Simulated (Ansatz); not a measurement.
Relaxed ZnCu (CsCl type):

```
CELL_PARAMETERS angstrom
      2.96382     0.00000     0.00000
      0.00000     2.96382     0.00000
      0.00000     0.00000     2.96382
ATOMIC_POSITIONS crystal
  Zn 0.00000 0.00000 0.00000
  Cu 0.50000 0.50000 0.50000
```

The atoms are displaced by Q × the pattern below (from a DFPT mode at Γ, largest move 1; Q in Å), at fixed cell. It is one choice among 3 degenerate patterns.

```csv
atom,x,y,z
Zn1,0.000,0.000,-0.972
Cu2,0.000,0.000,1.000
```

Calculation: PBE (plane waves to 420 eV, PAW, scalar-relativistic; Ansatz, a first-principles code). k mesh 16×16×16 (Γ-centred), Fermi-Dirac smearing 0.05 eV. The energy includes the smearing's −TS. With partly filled bands, energies and forces of such displacements shift with the k mesh and the smearing. ZnCu is run without spin polarisation. ZnCu was relaxed with its symmetry unable to fall. ΔE is measured from the undisplaced structure. The last digit holds for this mesh only.

```csv
Q (Å),ΔE (meV/cell)
-0.2800,640.8
-0.2333,452.6
-0.1867,293.4
-0.1400,withheld
-0.0933,74.5
-0.0467,18.7
0.0000,0.0
0.0467,18.7
0.0933,74.5
0.1400,withheld
0.1867,293.4
0.2333,452.6
0.2800,640.8
```

**Question.** Fit an even polynomial form (powers 2, 4) to the given rows and predict ΔE at Q = -0.1400.

**Answer.** Least squares on the 11 given rows: ΔE = (8620)·Q² + (-5683)·Q⁴, in meV/cell with Q in Å; root-mean-square residual 0.14 meV/cell. At -0.1400 the fit gives 166.8 meV/cell; the calculation gives 166.5 meV/cell, so the interpolation is off by 0.3 (+0.2 %). The quadratic term alone would give 169.0 meV/cell.

(A displaced cell: forces are minus the slopes of the energy, force constants its curvatures, and phonons follow from these.)
